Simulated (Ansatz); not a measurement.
## ZnSe$_{2}$: computed property card

ZnSe2:
Space group Pa-3 (No. 205); a = b = c = 6.307 Å, α = β = γ = 90.00°

| atom | site | symmetry | x | y | z |
|---|---|---|---|---|---|
| Zn | 4a | .-3. | 0.0000 | 0.0000 | 0.0000 |
| Se | 8c | .3. | 0.3917 | 0.3917 | 0.3917 |

Space group Pa-3 (No. 205); conventional cell a = b = c = 6.307 Å, α = β = γ = 90.00°.

Method: r²SCAN (plane waves, PAW; program Ansatz). The cell and atoms are relaxed at this level. Other levels are named where they apply.

### Cell and energy

| Item | Result |
|---|---|
| Volume per atom | 20.91 Å³ |
| Density | 5.91 g/cm³ |
| Formation energy from the elements (no fitted shifts) | -431 meV/atom |

### Electronic structure

| Property | Value |
|---|---|
| Band gap | 1.14 eV (indirect) |
| Valence-band maximum | at Γ |
| Conduction-band minimum | on the Γ–R line, 41 % of the way from Γ (8 equivalent valleys) |
| Smallest direct gap on the standard path | 1.34 eV |

The first step of the workflow began from a Materials Project structure, measured or hypothetical; the Crystallography Open Database copy checked does not list it. Its standing as an ambient phase is unchecked. The cell was relaxed with r²SCAN under the symmetry of its start; whether a distortion lowers the energy is not shown. The references are the lowest solids computed at this level, not always the standard phases. Scalar-relativistic: spin–orbit coupling is off unless named, which matters more the heavier the elements.

Potentials: the later of the program's two PAW sets.
